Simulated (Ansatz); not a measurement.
Relaxed SiC (zinc blende):

```
CELL_PARAMETERS angstrom
      0.00000     4.37975     4.37975
      2.18988     0.00000     2.18988
      2.18988     2.18988     0.00000
ATOMIC_POSITIONS crystal
  C  0.37500 0.75000 0.75000
  C  0.87500 0.75000 0.75000
  Si 0.00000 0.00000 0.00000
  Si 0.50000 0.00000 0.00000
```

The atoms are displaced by Q × the pattern below (from a DFPT mode at L = (0.5, 0.0, 0.0), largest move 1; Q in Å), at fixed cell. (q is in reciprocal vectors of the primitive cell; the cell shown is doubled to hold the pattern.)

```csv
atom,x,y,z
C1,0.577,-0.577,-0.577
C2,-0.577,0.577,0.577
Si3,0.009,-0.009,-0.009
Si4,-0.009,0.009,0.009
```

Calculation: PBE (plane waves to 420 eV, PAW, scalar-relativistic; Ansatz, a program for electronic structure). k mesh 13×13×13 (Γ-centred), Fermi-Dirac smearing 0.05 eV. The energy includes the smearing's −TS. SiC was relaxed with its symmetry unable to fall. The zero of ΔE is the undisplaced structure.

```csv
Q (Å),ΔE (meV/cell)
-0.2800,2374
-0.2333,1630
-0.1867,withheld
-0.1400,578
-0.0933,256
-0.0467,64
0.0000,0
0.0467,64
0.0933,256
0.1400,578
0.1867,withheld
0.2333,1630
0.2800,2374
```

Question: Fit an even polynomial form (powers 2, 4) to the given rows and predict ΔE at Q = 0.1867.

Answer: Least squares on the 11 given rows: ΔE = (29220)·Q² + (13500)·Q⁴, in meV/cell with Q in Å; root-mean-square residual 0.3 meV/cell. At 0.1867 the fit gives 1035 meV/cell; the calculation gives 1034 meV/cell, so the interpolation is off by 1 (+0.1 %). The quadratic term alone would give 1019 meV/cell.

(A displaced cell: forces are minus the slopes of the energy, force constants its curvatures, and phonons follow from these.)
